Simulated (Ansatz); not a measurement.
Be2B:
Space group Fm-3m (No. 225); a = 4.5528 Å, b = 4.5528 Å, c = 4.5528 Å, α = 90.00°, β = 90.00°, γ = 90.00°

| atom | site | symmetry | x | y | z |
|---|---|---|---|---|---|
| Be | 8c | -43m | 0.2500 | 0.2500 | 0.2500 |
| B | 4a | m-3m | 0.0000 | 0.0000 | 0.0000 |
(The calculation used a cell of 3 atoms; values per cell refer to that cell.)

Relaxed with PBEsol.

Which orbitals make up the states near the Fermi level in plane-wave PAW PBEsol (Ansatz code)?

Within 0.5 eV of the Fermi level: B 2p 81 %, outside the projected shells 15 %. Projections are on Löwdin-orthogonalised atomic valence shells; empty p or d shells of many metals are not among them.

Tabulate the density of states.

States/eV per cell of 3 atoms, in 0.25 eV bins, energy from the Fermi level.

```tsv
E (eV)	total	B 2p	B 2s	Be 2s
-7.85	0.68	0.08	0.39	0.18
-7.60	0.65	0.07	0.41	0.14
-7.35	0.63	0.06	0.44	0.10
-7.10	0.67	0.04	0.52	0.07
-6.85	0.49	0.02	0.41	0.03
-6.60	0.11	0.02	0.07	0.01
-6.35	0.16	0.11	0.01	0.04
-6.10	0.25	0.17	0.01	0.05
-5.85	0.32	0.22	0.02	0.06
-5.60	0.40	0.28	0.03	0.07
-5.35	0.49	0.33	0.05	0.08
-5.10	0.64	0.43	0.07	0.09
-4.85	0.69	0.47	0.08	0.09
-4.60	0.88	0.59	0.10	0.14
-4.35	0.73	0.47	0.11	0.10
-4.10	0.63	0.41	0.10	0.08
-3.85	0.74	0.49	0.09	0.10
-3.60	0.78	0.53	0.08	0.10
-3.35	0.82	0.58	0.08	0.10
-3.10	0.88	0.63	0.08	0.10
-2.85	0.95	0.69	0.07	0.09
-2.60	1.10	0.83	0.07	0.09
-2.35	1.18	0.90	0.06	0.08
-2.10	1.12	0.86	0.06	0.07
-1.85	1.07	0.83	0.05	0.06
-1.60	1.04	0.80	0.05	0.05
-1.35	0.98	0.76	0.04	0.04
-1.10	0.95	0.74	0.04	0.03
-0.85	0.90	0.70	0.03	0.03
-0.60	0.86	0.67	0.03	0.02
-0.35	0.81	0.65	0.03	0.02
-0.10	0.77	0.62	0.02	0.01
0.15	0.73	0.59	0.02	0.01
0.40	0.68	0.56	0.02	0.01
0.65	0.56	0.46	0.01	0.01
0.90	0.44	0.36	0.01	0.00
1.15	0.36	0.30	0.01	0.00
1.40	0.30	0.25	0.01	0.00
1.65	0.25	0.21	0.01	0.00
1.90	0.20	0.17	0.00	0.00
2.15	0.16	0.14	0.00	0.00
2.40	0.11	0.10	0.00	0.00
2.65	0.06	0.06	0.00	0.00
2.90	0.00	0.00	0.00	0.00
3.15	0.00	0.00	0.00	0.00
3.40	0.00	0.00	0.00	0.00
3.65	0.05	0.00	0.00	0.00
3.90	0.09	0.00	0.01	0.00
4.15	0.13	0.00	0.01	0.01
4.40	0.19	0.00	0.02	0.02
4.65	0.35	0.01	0.02	0.05
```

The workflow started from an entry of the Crystallography Open Database (COD). Whether it is the stable phase at ambient conditions was not checked. The cell was relaxed with PBEsol under the symmetry of its start; its stability against distortions is not shown here.

Potentials: the later of the program's two PAW sets.
